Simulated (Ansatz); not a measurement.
RuSi (FeSi type, space group P2_13)

```yaml
crystal:
  lattice:
    - [4.73591, 0.00000, 0.00000]
    - [0.00000, 4.73591, 0.00000]
    - [0.00000, 0.00000, 4.73591]
  atoms:
    - { symbol: Ru, position: [0.12921, 0.12921, 0.12921] }
    - { symbol: Ru, position: [0.62921, 0.37079, 0.87079] }
    - { symbol: Ru, position: [0.87079, 0.62921, 0.37079] }
    - { symbol: Ru, position: [0.37079, 0.87079, 0.62921] }
    - { symbol: Si, position: [0.83761, 0.83761, 0.83761] }
    - { symbol: Si, position: [0.33761, 0.66239, 0.16239] }
    - { symbol: Si, position: [0.16239, 0.33761, 0.66239] }
    - { symbol: Si, position: [0.66239, 0.16239, 0.33761] }
```

The slice is a {100} plane (indices of the conventional cell) through the point (0.871, 0.629, 0.371) (fractional), spanned by u = [100] and v = [010] in vectors of this cell: u (4.74 Å) and v (4.74 Å, at 90° to u). It covers one period; positions are fractions (u, v).

Calculation: PBE (plane waves to 420 eV, PAW, scalar-relativistic; Ansatz, a first-principles code). k mesh 10×10×10. Near the nuclei the fields are pseudised (PAW); where an atom keeps semicore shells as valence, they peak there. RuSi is run without spin polarisation. RuSi was relaxed with its symmetry unable to fall.

Three fields on this plane, each scaled to ten steps between its own extremes (0 low, 9 high; the total valence density on a logarithmic scale, the potential cut 8 eV below its top; x marks points blanked near nuclei; v = 0 in the bottom row):

Map A
```
|xxxxxxx5210000000000011236xxxxxx|
|xxxxxxx5210000000000011235xxxxxx|
|xxxxxxx4210000000000001124xxxxxx|
|xxxxxx631000000000000011223xxxxx|
|xxxxx74210000000000000011123xxxx|
|xxxx5321000000000000000011122xxx|
|44432100000000000000000011111223|
|11100000000000000000000001111111|
|00000000010000000000000xxxxxx110|
|000000111111000000000xxxxxxxxx00|
|00001123322110000000xxxxxxxxxxx0|
|00012344443210000000xxxxxxxxxxxx|
|0111235555321100000xxxxxxxxxxxxx|
|1112245665421100000xxxxxxxxxxxxx|
|x111234555421100000xxxxxxxxxxxxx|
|1111223444321100000xxxxxxxxxxxxx|
|0001112233221100000xxxxxxxxxxxxx|
|00000111111110000000xxxxxxxxxxxx|
|000000000000000000000xxxxxxxxxx0|
|000000000000000000000xxxxxxxxx11|
|00000000000000000000000xxxxxx111|
|10000000000000000000000000112221|
|21000000000000001111100000122332|
|32100000000000001111100000124554|
|64210000000000001121100001246898|
|xxxx1000000000011121100001369xxx|
|xxxxx10000000011111110000249xxxx|
|xxxxxx100000011111110000136xxxxx|
|xxxxxxx1000011111110000014xxxxxx|
|xxxxxxx20000111x1100000125xxxxxx|
|xxxxxxx3100001xxx000001136xxxxxx|
|xxxxxxx41000001x1000001236xxxxxx|
```

Map B
```
|xxxxxxx9765555555444333468xxxxxx|
|xxxxxxx8655544444333333458xxxxxx|
|xxxxxxx7654444333222222357xxxxxx|
|xxxxxx865444332221111123468xxxxx|
|xxxxx97654433221100011234679xxxx|
|xxxx8765443322110000012345789xxx|
|99876655443321100000123456778999|
|77665554443321100000123456778888|
|65554444443322100001234xxxxxx777|
|654444444443321101123xxxxxxxxx76|
|55444445554432211123xxxxxxxxxxx6|
|65444455555443222234xxxxxxxxxxxx|
|6544455566554333334xxxxxxxxxxxxx|
|6554455666655433344xxxxxxxxxxxxx|
|x555556666665443445xxxxxxxxxxxxx|
|6554556666665444445xxxxxxxxxxxxx|
|5544455666655444455xxxxxxxxxxxxx|
|54444455665554444556xxxxxxxxxxxx|
|543334445555444455667xxxxxxxxxx5|
|433333344444445555566xxxxxxxxx55|
|43322233334445555556666xxxxxx554|
|43332222334445556665555555555554|
|44433222333455666665555555555555|
|66544333334456677665554444455566|
|98765433334556777766544444456788|
|xxxx8654444566777776544444568xxx|
|xxxxx86544556778877655444568xxxx|
|xxxxxx865556677887765544468xxxxx|
|xxxxxxx8655667777776554457xxxxxx|
|xxxxxxx97666677x7766544458xxxxxx|
|xxxxxxx9766666xxx665544468xxxxxx|
|xxxxxxx97665666x6555444469xxxxxx|
```

Map C
```
|xxxxxxx0356542111246788740xxxxxx|
|xxxxxxx0466653323456888851xxxxxx|
|xxxxxxx2577765444567899863xxxxxx|
|xxxxxx046787766667789998740xxxxx|
|xxxxx03578887777788999987630xxxx|
|xxxx0357888888888899998876420xxx|
|00024677888888889999887654432100|
|34566778888888899988764321111223|
|56778887777788899887520xxxxxx024|
|578888777677788998752xxxxxxxxx03|
|47888776666678888763xxxxxxxxxxx1|
|36788765555678888741xxxxxxxxxxxx|
|1577765544556788863xxxxxxxxxxxxx|
|0467765433456788863xxxxxxxxxxxxx|
|x467764333456788762xxxxxxxxxxxxx|
|0467765433456788763xxxxxxxxxxxxx|
|1577765444456788864xxxxxxxxxxxxx|
|36888765445567888751xxxxxxxxxxxx|
|578988766666777877530xxxxxxxxxx1|
|789999877777777777642xxxxxxxxx14|
|89999998888777776665420xxxxxx146|
|88999999988877666666554321123467|
|77889999998876655556666655555566|
|44567899998876544456777877665544|
|00135789998765433456788887653200|
|xxxx0468888764333345788887530xxx|
|xxxxx04678765322234578888630xxxx|
|xxxxxx046775421112356888740xxxxx|
|xxxxxxx2566531000135678762xxxxxx|
|xxxxxxx04654210x0124678750xxxxxx|
|xxxxxxx0355421xxx125678740xxxxxx|
|xxxxxxx03554310x0135788740xxxxxx|
```

### Question
Assign the maps to these fields: density of the lowest conduction band (whole band as if filled, smooth part); valence electron density; electrostatic potential energy of an electron, from the cell's mean.

### Answer
A is the density of the lowest conduction band (whole band as if filled, smooth part); B is the valence electron density; C is the electrostatic potential energy of an electron, from the cell's mean.
